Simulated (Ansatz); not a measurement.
## Is this Zn4Se3S structure stable?

It was reached by relaxing an invented guess, and it needn't be the stable form of this composition.

The calculation used DFT PBE, scalar-relativistic, plane waves, PAW (Ansatz 0.2.0). Cutoff 420 eV, Γ-centred 12×12×2 mesh (8-atom cell), Gaussian smearing of 0.02 eV, no spin polarisation.

```
CELL_PARAMETERS angstrom
3.99922 0.00000 0.00000
-1.99961 3.46343 0.00000
0.00000 0.00000 13.10579
ATOMIC_POSITIONS crystal
Zn 0.00000 0.00000 0.00805
Zn 0.00000 0.00000 0.49785
Zn 0.33333 0.66667 0.24228
Zn 0.66667 0.33333 0.75262
Se 0.00000 0.00000 0.68684
Se 0.33333 0.66667 0.43233
Se 0.66667 0.33333 0.94206
S 0.00000 0.00000 0.18797
```

Energies over the elements count from the elements' standard structures at the same level, with no fitted energy shifts.

Problem. These tests were run: energy against the elements; random kick, then relaxation without symmetry; phonons on a 2×2×1 q mesh; elastic tensor. What do they show?

Solution.

```
                                         test                         result
                  energy against the elements                 −0.730 eV/atom
random kick, then relaxation without symmetry                        returns
                    phonons on a 2×2×1 q mesh  no imaginary mode on the mesh
                               elastic tensor        least eigenvalue 24 GPa
```

It fails none of these tests. Whether a mixture of other phases lies lower isn't tested here.

The reference forms of S and Se are held partly by dispersion forces, which this level lacks. The kick test ran on a coarse mesh. The run for the phonons used a 12×12×2 k mesh. The run for the elastic tensor used a 12×12×2 k mesh.
